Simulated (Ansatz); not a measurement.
BeS:
```xyz
6
Lattice="3.4501 0.0000 0.0000 -1.7251 2.9879 0.0000 0.0000 0.0000 7.8321" Properties=species:S:1:pos:R:3 pbc="T T T"
Be    -0.8625     1.4939     2.6107
Be     0.8625     1.4939     5.2214
Be     1.7251     0.0000     0.0000
S     -0.8625     1.4939     6.5268
S      0.8625     1.4939     1.3054
S      1.7251     0.0000     3.9161
```

Relaxed with r²SCAN.

Problem. Map the electron localisation function on the plane through (0.000, 0.500, 0.333) spanned by u = [1, 0, 0] and v = [0, 0, 1] in lattice vectors, from r²SCAN (plane waves, PAW; program Ansatz).

Solution. x is the fraction of u, y of v (the angle between them is 90°; rows are the nearest grid lines); atoms in the plane: Be at (0.00, 0.00), Be at (0.50, 0.33), S at (0.00, 0.50), S at (0.50, 0.83).
```
|000245555555542000|
|005899998899998500|
|137999998899999731|
|247999852258999742|
|125788610016887521|
|014688741147886410|
|001367888888763100|
|111113577775311111|
|776421111111124677|
|888752100001257888|
|677886410014688776|
|004788631136887400|
|005899742247998500|
|679999862268999976|
|899999720027999998|
|778887300003788877|
|112221000000122211|
|000122211112221000|
|001223322223322100|
|111233221122332111|
|223332110011233322|
|112221100001122211|
|000111100001111000|
|000245555555542000|
```
Scale: ten equal steps from 0.000 (start of '0') to 0.925 (end of '9'), in the order '0123456789'; x runs from 0.000 to 1.00, y from 0.000 (bottom) to 1.00 (top).

The density is the valence pseudo-density with augmentation charge, so density and ELF within about 1 Å of a nucleus are not all-electron values.

Space group P6_422. The start of the workflow was typed in or built on a structure type; neither database checked (COD, Materials Project) lists it. COD files the formula under space group No. 216, so this cell is another polymorph or a model. Whether it is the stable phase at ambient conditions was not checked. Symmetry was held in the r²SCAN relaxation; whether a distortion lowers the energy is not shown.

Potentials: the later of the program's two PAW sets.
